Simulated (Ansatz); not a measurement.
A plane-wave DFT run in Ansatz 0.2.0 (scalar-relativistic PAW potentials unless the input names others): input and command.

```yaml
crystal:
  lattice:
    - [-2.6029723436, 2.6029723436, 5.9466200465]
    - [2.6029723436, -2.6029723436, 5.9466200465]
    - [2.6029723436, 2.6029723436, -5.9466200465]
  atoms:
    - { symbol: Cs, position: [0.0, 0.0, 0.0] }
    - { symbol: I, position: [0.3636207271, 0.3636207271, 0.0] }
    - { symbol: I, position: [0.6363792729, 0.6363792729, 0.0] }
basis:
  ecutwfc: 420
  ecutrho_ratio: 8
kpoints:
  mp_grid: { grid: [12, 12, 12] }
hamiltonian:
  xc: pbe
scf:
  occupations: { method: gaussian, width: 0.1 }
output:
  forces: true
  eigenvalues: true
  stress: true
```

```bash
ansatz run input.yaml --threads 1 --pin off --max-ram 2560MiB --backend cpu --events-out ev --progress --plain --runs-dir out
```

Abridged log:
```
Basis set: ecut = 420 eV, 3163 PW (Γ), exchange–correlation on 144×144×144 points (8 copies of the dense FFT grid, shifted against one another)
Bands: 26, of which v1, the nominal top of the filled ones, is band 22 counted from 1 (21 counted from 0)
Symmetry: 16 space group operations
k-points: 163 of 1728
SCF iter   1: F=—  HF=-20699.228584 eV  |F-HF|=—  |Δ(HF+E_count)|=         —  Δρ=1.36e-3  dr2=3.46e-3  ethr=1.77e-3  ⟨swp⟩=7.4  Hψ=20774  notcnv=0
SCF iter   2: F=—  HF=-20699.226959 eV  |F-HF|=—  |Δ(HF+E_count)|=   1.63e-3  Δρ=4.07e-4  dr2=3.47e-4  ethr=8.04e-6  ⟨swp⟩=3.0  Hψ=10000  notcnv=0
SCF iter   3: F=—  HF=-20699.227053 eV  |F-HF|=—  |Δ(HF+E_count)|=   9.43e-5  Δρ=2.30e-4  dr2=1.24e-4  ethr=8.07e-7  ⟨swp⟩=2.0  Hψ=7758  notcnv=0
SCF iter   4: F=—  HF=-20699.227038 eV  |F-HF|=—  |Δ(HF+E_count)|=   1.51e-5  Δρ=9.81e-5  dr2=1.61e-5  ethr=2.88e-7  ⟨swp⟩=2.0  Hψ=7788  notcnv=0
SCF iter   5: F=—  HF=-20699.227076 eV  |F-HF|=—  |Δ(HF+E_count)|=   3.78e-5  Δρ=4.03e-5  dr2=3.11e-6  ethr=3.76e-8  ⟨swp⟩=2.0  Hψ=7806  notcnv=0
SCF iter   6: F=—  HF=-20699.227076 eV  |F-HF|=—  |Δ(HF+E_count)|=   4.92e-7  Δρ=1.06e-5  dr2=2.65e-7  ethr=7.23e-9  ⟨swp⟩=2.0  Hψ=7798  notcnv=0
SCF iter   7: F=-20699.227076 eV  HF=-20699.227076 eV  |F-HF|=2.12e-8  |Δ(HF+E_count)|=   4.21e-7  Δρ=2.94e-6  dr2=1.70e-8  ethr=2.33e-10  ⟨swp⟩=8.1  Hψ=20660  notcnv=0
SCF 1 converged in 7 iterations: F = -20699.227076 eV  dr2 = 1.70e-8
SCF converged after 7 iterations
Free energy (F): -20699.227076 eV
Harris-Foulkes:  -20699.227076 eV  (|F-HF|=2.12e-8)
Internal energy: -20699.195239 eV  (E = F + TS)
E sigma→0 (E₀):  -20699.211158 eV
Entropy (-TS):   -0.031838 eV (-10.613 meV/atom)
Fermi energy:    3.244997 eV
--- Forces (eV/Å), atoms counted from 1 ---
  atom   1  Cs     0.00000000     0.00000000     0.00000000
  atom   2  I      0.00000000     0.00000000     0.00064475
  atom   3  I      0.00000000     0.00000000    -0.00064475
--- Stress (GPa, compression-positive) ---
       -0.019884       0.000000       0.000000
        0.000000      -0.019884       0.000000
        0.000000       0.000000      -0.002015
  P = ⅓ Tr σ = -0.0139 GPa (-0.139 kbar)
```

Apart from outputs, empty bands and the relaxation, which only the reference makes, the input differs from a reference run on usual settings in basis.ecutrho_ratio: not typed → 8. The reference, at the same geometry, ended its own course with pressure -0.01 GPa, largest force 0.001 eV/Å, no gap on the mesh. This run converged in 7 SCF iterations with an energy at zero smearing 0.01 meV/atom above the reference's, pressure -0.01 GPa, largest force 0.001 eV/Å, no gap on the mesh.

It took 30 s on 1 thread of Arm Neoverse V2 (shared host), peak memory 0.97 GiB.